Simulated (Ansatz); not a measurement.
CeB₂Ir₃ in space group P6/mmm (No. 191; Ir on 3g, B on 2c, Ce on 1a), PBE in the plane-wave PAW code Ansatz, all energies at zero smearing, with the estimated change up to a 700 eV cutoff added, with one set of potentials and settings (totals compare only within such a set). Cell of 6 atoms (3 Ir, 2 B, 1 Ce): -42697.346 eV.

```
element             reference phase  E (eV/atom)
-------  --------------------------  -----------
Ir       Fm-3m, 1 atoms in the cell  -11935.3137
B        R-3m, 12 atoms in the cell    -155.9161
Ce       Fm-3m, 1 atoms in the cell   -6575.5970
```

Formation energy per atom, worked out: (-42697.346 − 3×(-11935.3137) − 2×(-155.9161) − 1×(-6575.5970))/6 = -0.663 eV/atom (-64 kJ per mol of atoms), at 0 K, without zero-point energy or fitted corrections.

The workflow started from an entry of the Crystallography Open Database (COD). Whether it is the stable phase at ambient conditions was not checked. The PBE relaxation kept the symmetry of its start; its stability against distortions is not shown here. Magnetic state: ferromagnetic, the only order run, not a proven ground state. Caveat: open 4f shells can settle in a state that is not the lowest. No Hubbard U is applied. The references are the lowest solids computed at this level, not always the standard phases. Spin–orbit coupling is left out wherever it is not named.

Potentials: the later of the program's two PAW sets.
